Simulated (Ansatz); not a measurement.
## BAs at 5 GPa: from Born charge to LO–TO splitting and polaron coupling

The calculation used DFT LDA, scalar-relativistic, plane waves, PAW in Ansatz 0.2.0. Plane waves to 420 eV; Γ-centred k mesh 10×10×10; fixed occupations. No spin polarisation. Phonons by linear response, acoustic sum rule imposed.

The cell, relaxed at 5 GPa:
```xyz
2
Lattice="0.0000 2.3411 2.3411 2.3411 0.0000 2.3411 2.3411 2.3411 0.0000" Properties=species:S:1:pos:R:3 pbc="T T T"
B     0.0000    0.0000    0.0000
As    3.5116    3.5116    3.5116
```

 The run warned that the force constants aren't converged on this k mesh, so the frequencies and all that is formed from them are rough.

Linear response gives ν_TO = 722.9 cm⁻¹, Born charges ±0.631 e (positive on As) and ε∞ = 9.551. The primitive cell holds 25.661 Å³, and the masses are 10.810 and 74.922 amu.

Question: Find ν_LO and the static dielectric constant.

Answer: The long-wave field adds a restoring force: ω_LO² − ω_TO² = Z*²e²/(ε_vac ε∞ μV). In these units ν_LO² − ν_TO² = 4.92064×10⁷ Z*²/(μ V ε∞) cm⁻², with μ = m₁m₂/(m₁ + m₂) = 9.447 amu: 8451 cm⁻². So ν_LO = √(722.9² + 8451) = 728.7 cm⁻¹, and the run gives 728.7. Lyddane–Sachs–Teller then gives ε0 = ε∞ (ν_LO/ν_TO)² = 9.71, against 9.71 in the run (it forms both from the same three quantities, so the match checks the arithmetic only). Between ν_TO and ν_LO the dielectric function is negative and an undamped crystal reflects fully: a reststrahlen band from 13.7 to 13.8 μm.

Question: What do the Clausius–Mossotti polarisability and the Szigeti charge come to?

Answer: With the Lorentz local field, α = (3V/4π)(ε∞ − 1)/(ε∞ + 2) = 4.54 Å³ for the pair, and e_S = 3Z*/(ε∞ + 2) = 0.16 e. The Born charge includes the electrons' response to the dipole's own local field, and e_S takes that enhancement out. The Lorentz field assumes point-like polarisable ions, a poor picture once ε∞ is this large, since the electron clouds then overlap or are shared, so both numbers are formal here.

Question: How strongly does a slow electron couple to the LO mode?

Answer: For one isotropic parabolic band, Fröhlich's constant is α_F = (1/ε∞ − 1/ε0) √(m* Ry/ħω_LO), with Ry = 13.606 eV, ħω_LO = 90.3 meV and m* in free-electron masses: α_F = 0.0017 × 12.27 × √m* = 0.02 √m*. The band mass isn't part of this run; for m* = 0.1, 0.3 and 1 it gives 0.01, 0.01, 0.02. In weak coupling the polaron lies α_F ħω_LO below the band edge (1 meV at m* = 0.3) with a mass m*(1 + α_F/6); past α_F of about 5 or 6 that expansion fails. A semilocal functional's ε∞ tends to be too large, which taken alone lowers α_F.

Cost: 1 run of about 1.6 core-minutes, on Intel Xeon Processor @ 2.50GHz (Skylake/Cascade Lake) (shared hosts).